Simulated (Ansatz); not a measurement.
The start is a generated cell, Li built in the AFLOW prototype A_tP12_96_ab (as in Si). The structure is fully relaxed (lattice and positions, P = 0) with r2SCAN (plane waves to 500 eV, PAW, scalar-relativistic; Ansatz, a quantum-chemistry and plane-wave program).

Ansatz input:
Ansatz 0.2 input:
```yaml
crystal:
  lattice:
    - [5.8715445, 0, 0]
    - [0, 5.8715445, 0]
    - [0, 0, 7.3981446]
  atoms:
    - { symbol: Li, position: [0.0849, 0.0849, 0] }
    - { symbol: Li, position: [0.5849, 0.4151, 0.25] }
    - { symbol: Li, position: [0.4151, 0.5849, 0.75] }
    - { symbol: Li, position: [0.9151, 0.9151, 0.5] }
    - { symbol: Li, position: [0.1752, 0.3792, 0.2742] }
    - { symbol: Li, position: [0.6752, 0.1208, 0.9758] }
    - { symbol: Li, position: [0.3248, 0.8792, 0.4758] }
    - { symbol: Li, position: [0.8248, 0.6208, 0.7742] }
    - { symbol: Li, position: [0.6208, 0.8248, 0.2258] }
    - { symbol: Li, position: [0.1208, 0.6752, 0.0242] }
    - { symbol: Li, position: [0.8792, 0.3248, 0.5242] }
    - { symbol: Li, position: [0.3792, 0.1752, 0.7258] }
basis: { ecutwfc: 500, ecutrho_ratio: 4, xc_grid: 4, fft_grid_basis: typed }
kpoints: { mp_grid: { grid: [7, 7, 5] } }
hamiltonian:
  xc: r2scan
  dispersion: none
  pseudopotentials: { kind: paw }
scf: { occupations: { method: fermi_dirac, width: 0.05 } }
relax: { f_tol: 0.01, max_steps: 100, cell: { stress_tol: 0.02 } }
output: { forces: true, stress: true }
```

Question: What is the largest force in the starting geometry, and on which atom (counted from 1)?

Answer: 0.63 eV/Å, on Li1, Li2, Li3, Li4 (atoms numbered as listed).

Question: Does the structure survive the relaxation? Give the final space group.

Answer: The space group goes from P4₃2₁2 (No. 96) to P4₁2₁2 (No. 92), with 4 atoms in the primitive cell.

Question: How much energy is released per atom?

Answer: 0.20 eV/atom.

Question: How do the shortest distances between atoms change?

Answer: The closest pairs of elements (up to four, under 3.6 Å), start → end: Li–Li 2.42 → 2.87 Å.

Question: Write out the relaxed structure.

Answer: 
Space group P4₁2₁2 (No. 92); a = 5.399 Å, b = 5.399 Å, c = 2.921 Å, α = 90.00°, β = 90.00°, γ = 90.00°

| atom | site | symmetry | x | y | z |
|---|---|---|---|---|---|
| Li | 4a | ..2 | 0.1909 | 0.1909 | 0.0000 |

No spin polarisation in the result.

The run could not lose the symmetry of its start: the end is stationary, and may be a saddle point rather than a minimum.

The relaxed structure here is a generated cell of Li: the first start was made by placing the elements on the sites of a structure type, and the end was not matched to a known phase here, so it may be hypothetical. Known forms of Li include space group No. 229.
